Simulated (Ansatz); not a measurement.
Molecular dynamics on a 2×2×2 supercell (16 atoms) of PbTe (rocksalt), relaxed with r2SCAN. Forces come from PBE in Ansatz: a Langevin thermostat at fixed volume, 450 K, steps of 3 fs. Computed, non-magnetic; the trajectory is short and the cell small, so nothing here is a converged average.

```yaml
crystal:
  lattice:
    - [0.0, 6.535673704, 6.535673704]
    - [6.535673704, 0.0, 6.535673704]
    - [6.535673704, 6.535673704, 0.0]
  atoms:
    - { symbol: Pb, position: [0.0, 0.0, 0.0] }
    - { symbol: Te, position: [0.25, 0.25, 0.25] }
    - { symbol: Pb, position: [0.0, 0.0, 0.5] }
    - { symbol: Te, position: [0.25, 0.25, 0.75] }
    - { symbol: Pb, position: [0.0, 0.5, 0.0] }
    - { symbol: Te, position: [0.25, 0.75, 0.25] }
    - { symbol: Pb, position: [0.0, 0.5, 0.5] }
    - { symbol: Te, position: [0.25, 0.75, 0.75] }
    - { symbol: Pb, position: [0.5, 0.0, 0.0] }
    - { symbol: Te, position: [0.75, 0.25, 0.25] }
    - { symbol: Pb, position: [0.5, 0.0, 0.5] }
    - { symbol: Te, position: [0.75, 0.25, 0.75] }
    - { symbol: Pb, position: [0.5, 0.5, 0.0] }
    - { symbol: Te, position: [0.75, 0.75, 0.25] }
    - { symbol: Pb, position: [0.5, 0.5, 0.5] }
    - { symbol: Te, position: [0.75, 0.75, 0.75] }
kpoints:
  mp_grid: { grid: [2, 2, 2] }
hamiltonian:
  xc: pbe
scf:
  occupations: { method: fermi_dirac, width: 0.039 }
md:
  ensemble: nvt_langevin
  temperature: 450
  timestep: 3.0
  n_steps: 30
  initial_velocities: maxwell_boltzmann
  seed: 6589
```

Run as `ansatz run input.yaml --threads 4 --pin off --max-ram 3686MiB --backend cpu --events-out ev --progress --plain --runs-dir out`. Wall time 4.9 min on 4 threads of Arm Neoverse V1, with other jobs on the host; peak host memory 2.3 GiB.

Q: How do temperature and energy develop?

A: The temperature starts at 422 K, is lowest at step 28 (246 K, 84 fs) and ends at 271 K. The thermostat hasn't had time to restore it. The atoms start on their lattice sites with kinetic energy alone, so much of it first passes into potential energy. By the last step the atoms have moved 0.17 Å in the root mean square, the drift of the whole cell taken out, 0.33 Å at most.
```
step  t (fs)  T (K)  free energy F from step 0 (meV/atom)  kinetic energy (meV/atom)  largest force (eV/Å)
   0       0    422                                   0.0                       54.5                  0.00
   1       3    374                                   0.1                       48.4                  0.04
   2       6    370                                   0.2                       47.9                  0.07
   3       9    382                                   0.6                       49.4                  0.11
   4      12    384                                   1.0                       49.7                  0.15
   5      15    364                                   1.6                       47.1                  0.20
   6      18    388                                   2.3                       50.1                  0.24
   7      21    395                                   3.0                       51.1                  0.28
   8      24    397                                   3.9                       51.3                  0.32
   9      27    432                                   4.9                       55.9                  0.36
  10      30    411                                   5.9                       53.1                  0.40
  11      33    423                                   7.0                       54.7                  0.44
  12      36    380                                   8.0                       49.1                  0.49
  13      39    393                                   9.2                       50.7                  0.53
  14      42    374                                  10.3                       48.4                  0.57
  15      45    347                                  11.5                       44.8                  0.61
  16      48    387                                  12.7                       50.0                  0.65
  17      51    351                                  14.0                       45.4                  0.70
  18      54    346                                  15.5                       44.7                  0.75
  19      57    325                                  17.1                       42.0                  0.80
  20      60    340                                  18.6                       44.0                  0.85
  21      63    320                                  20.2                       41.4                  0.89
  22      66    259                                  21.7                       33.5                  0.92
  23      69    275                                  23.3                       35.6                  0.96
  24      72    275                                  25.0                       35.6                  1.00
  25      75    263                                  26.5                       34.0                  1.03
  26      78    259                                  28.0                       33.5                  1.05
  27      81    284                                  29.5                       36.7                  1.08
  28      84    246                                  30.8                       31.8                  1.10
  29      87    276                                  32.1                       35.6                  1.11
  30      90    271                                  33.3                       35.1                  1.13
```

Positions (Å) and forces (eV/Å) at step 30:
```
Pb  -0.005   0.046   0.099     0.060  -0.163  -0.320
Te   3.237   3.342   3.268     0.191  -0.579   0.194
Pb   3.145   3.109  -0.190     0.370   0.111   0.463
Te   6.429   6.715   3.231     0.470  -0.498   0.147
Pb   3.312   0.074   3.304     0.144  -0.125  -0.087
Te   6.669   3.225   6.663    -0.424   0.289  -0.286
Pb   6.589   3.209   3.130    -0.105   0.036   0.147
Te   9.766   6.586   6.565     0.381  -0.207   0.004
Pb   0.192   3.200   3.224    -0.355   0.414   0.075
Te   3.395   6.504   6.604    -0.294   0.032   0.027
Pb   3.311   6.478   3.280    -0.098  -0.009   0.023
Te   6.651   9.862   6.566    -0.273  -0.067  -0.019
Pb   3.186   3.202   6.494     0.197   0.076  -0.085
Te   6.643   6.634   9.729    -0.539  -0.123   0.198
Pb   6.620   6.524   6.510    -0.171  -0.035   0.112
Te   9.636   9.549   9.915     0.446   0.847  -0.593
```
